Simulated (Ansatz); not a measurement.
**Al: from a starting cell to a relaxed one**

The start is a relaxed Al cell displaced along its unstable phonon at q = (½, 0, 0) of its primitive reciprocal cell (82i cm⁻¹), largest move 0.15 Å. The structure is fully relaxed (lattice and positions, P = 0) with PBE (plane waves to 420 eV, PAW, scalar-relativistic; Ansatz, a program for electronic structure). First-step values are on the input's coarse k-mesh.

Ansatz input (later rounds restart from its end on a renewed k-mesh):
Ansatz 0.2 input:
```yaml
crystal:
  lattice:
    - [9.2377048789, 0, 0]
    - [-2.3094262197, 4.0000435489, 0]
    - [0, 0, 2.7846622305]
  atoms:
    - { symbol: Al, position: [0, 0, -0.0225228049] }
    - { symbol: Al, position: [0.5, 0, 0.0225228049] }
    - { symbol: Al, position: [0.1666666667, 0.6666666667, 0.4461335029] }
    - { symbol: Al, position: [0.6666666667, 0.6666666667, 0.5538664971] }
    - { symbol: Al, position: [0.3333333333, 0.3333333333, 0.5538664971] }
    - { symbol: Al, position: [0.8333333333, 0.3333333333, 0.4461335029] }
basis: { ecutwfc: 420, ecutrho_ratio: 4, xc_grid: 2, fft_grid_basis: typed }
kpoints: { mp_grid: { grid: [4, 8, 12] } }
hamiltonian:
  xc: pbe
  dispersion: none
  pseudopotentials: { azcp: { folder: ./paw }, kind: paw }
scf: { occupations: { method: fermi_dirac, width: 0.05 } }
relax: { f_tol: 0.01, max_steps: 100, cell: { stress_tol: 0.02 } }
output: { forces: true, stress: true }
```

### Question
Which atoms feel the largest initial force, and how large is it?

### Answer
0.09 eV/Å, on Al3, Al4, Al5, Al6 (atoms numbered as listed).

### Question
How much energy is released per atom?

### Answer
0.12 eV/atom.

### Question
How does the volume change?

### Answer
-3.9 %, from 17.15 to 16.49 Å³/atom.

### Question
What band gap does the relaxed structure have at this level?

### Answer
No gap (metallic).

Final values are on a 23×23×23 k-mesh of the relaxed cell. No spin polarisation in the result.

The run could not lose the symmetry of its start.

Of the parent cell (P6/mmm (No. 191)): it is a generated cell of Al: the first start was made by placing the elements on the sites of a structure type, and the end was not matched to a known phase here, so it may be hypothetical. Known forms of Al include space group No. 225.
